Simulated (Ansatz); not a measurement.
Given:

Relaxed Al2O3 (corundum):

```yaml
crystal:
  lattice:
    - [2.40399, 1.38794, 4.37387]
    - [-2.40399, 1.38794, 4.37387]
    - [0.00000, -2.77589, 4.37387]
  atoms:
    - { symbol: Al, position: [0.35213, 0.35213, 0.35213] }
    - { symbol: Al, position: [0.14787, 0.14787, 0.14787] }
    - { symbol: Al, position: [0.64787, 0.64787, 0.64787] }
    - { symbol: Al, position: [0.85213, 0.85213, 0.85213] }
    - { symbol: O, position: [0.55616, 0.94384, 0.25000] }
    - { symbol: O, position: [0.25000, 0.55616, 0.94384] }
    - { symbol: O, position: [0.94384, 0.25000, 0.55616] }
    - { symbol: O, position: [0.44384, 0.05616, 0.75000] }
    - { symbol: O, position: [0.75000, 0.44384, 0.05616] }
    - { symbol: O, position: [0.05616, 0.75000, 0.44384] }
```

The atoms are displaced by Q × the pattern below (from a DFPT mode at Γ, largest move 1; Q in Å), at fixed cell. It is one choice among 2 degenerate patterns.

```tsv
atom	x	y	z
Al1	-0.149	0.500	0.000
Al2	0.149	0.500	0.000
Al3	-0.149	0.500	0.000
Al4	0.149	0.500	0.000
O5	0.000	-0.348	0.937
O6	0.185	-0.669	-0.469
O7	-0.185	-0.669	-0.469
O8	0.000	-0.348	0.937
O9	0.185	-0.669	-0.469
O10	-0.185	-0.669	-0.469
```

Method: PBE (plane waves to 420 eV, PAW, scalar-relativistic; Ansatz, a quantum-chemistry and plane-wave program). k mesh 8×8×8 (Γ-centred), Fermi-Dirac smearing 0.05 eV. Energies are smeared free energies. Al2O3 was relaxed with its symmetry unable to fall. The PAW data are Ansatz's earlier set. The zero of ΔE is the undisplaced structure.

The scan covers Q from -0.100 to 0.100 Å in 13 points.

Problem. Is the energy the same for equal positive and negative displacements?

Solution. Even: the same for both signs.

Problem. Which space group does the distorted structure have?

Solution. Cc (No. 9), lowered from R-3c.

Problem. What is the energy change at Q = 0.100 Å?

Solution. 577 meV/cell.

Problem. What harmonic wavenumber does the curvature at Q = 0 give?

Solution. 538 cm⁻¹.

(For displaced atoms, the force is minus the slope of the energy, and its curvature is a force constant, which sets phonon frequencies.)
